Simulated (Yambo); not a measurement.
A G0W0@PBEsol run in Yambo for TiO$_{2}$ (space group I4/m, No. 87) (4×4×4 Γ-centred k mesh, bands 5 to 177 and a 6 Ry block in the screening, 177 bands in G with the Bruneval-Gonze terminator, plasmon pole fitted at 27.2 eV) gives these matrix elements, in eV, at the band edges (M → Γ):

```csv
state,E0,<Vxc>,<Σx>,<Σc(E0)>,Z
valence edge,0.000,-20.055,-24.903,4.558,0.764
conduction edge,1.592,-18.712,-11.540,-5.423,0.788
```

### Question
Solve the linearised quasiparticle equation for both states, give the gap, and say how exchange and correlation each act on it.

### Answer
E = E0 + Z(Σx + Σc − Vxc). Valence: 0.000 + 0.764 × (-24.903 + (4.558) − (-20.055)) = -0.22 eV. Conduction: 1.592 + 0.788 × (-11.540 + (-5.423) − (-18.712)) = 2.97 eV. The gap is 3.19 eV, against 1.59 eV in PBEsol. Replacing Vxc by bare exchange alone would open it by 12.02 eV; correlation takes back 9.98 eV of that, and Z scales what is left. Nearest settings tried, and what they do to the gap: 86 bands in W, 86 bands in G: +119 meV. Not varied: block, mesh. So the settings aren't converged at that level. 

Geometry of the Materials Project entry, not relaxed at this level; primitive cell a = b = c = 6.436 Å, α = β = 94.93°, γ = 145.89°.

This is not the ordinary phase of the substance; no match was found in the copy of COD used, and its stability was not checked.
